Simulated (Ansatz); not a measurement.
Sc2SiB2:
```
Sc2SiB2
1.0
    3.13105     0.00000     0.00000
   -1.56552     2.71157     0.00000
    0.00000     0.00000     7.74263
Sc Si B
2 1 2
Direct
  0.33333   0.66667   0.72056
  0.33333   0.66667   0.27944
  0.00000   0.00000   0.00000
  0.00000   0.00000   0.50000
  0.66667   0.33333   0.50000
```

Relaxed with PBEsol. Special points in fractions of this cell's reciprocal vectors: Γ (0.000, 0.000, 0.000); M (0.500, 0.000, 0.000); K (0.333, 0.333, 0.000); A (0.000, 0.000, 0.500); L (0.500, 0.000, 0.500); H (0.333, 0.333, 0.500).

### Question
List the band energies nearest the Fermi level at these points for PBEsol in the plane-wave PAW code Ansatz.

### Answer
In eV from the Fermi level; about four levels below and three above (degenerate sets whole), none deeper than 8.9 eV; points with the same levels are listed once.

```tsv
k	below	above
Γ	-1.59 -0.89 -0.68 -0.68	2.23 2.23 2.24 2.24
M	-2.20 -1.91 -0.69 -0.41	2.39 2.94 3.10
K	-2.25 -1.56 -1.30 -0.79	0.92 2.62 2.73
A	-4.56 -3.41 -0.67 -0.67	0.52 1.90 2.09 2.09
L	-1.88 -1.42 -1.28 -0.12	1.86 2.40 3.84
H	-2.45 -1.30 -1.29 -1.22	0.67 3.49 3.52
```

Space group P-6m2. The start of the workflow was typed in or built on a structure type; neither database checked (COD, Materials Project) lists it. Its standing as an ambient phase is unchecked. The cell was relaxed with PBEsol under the symmetry of its start; its stability against distortions is not shown here. No spin polarisation was allowed.

Potentials: the earlier of the program's two PAW sets. The files were generated under PBE; for other functionals the program regenerates the frozen cores, and for LDA and PBEsol the local potential too.
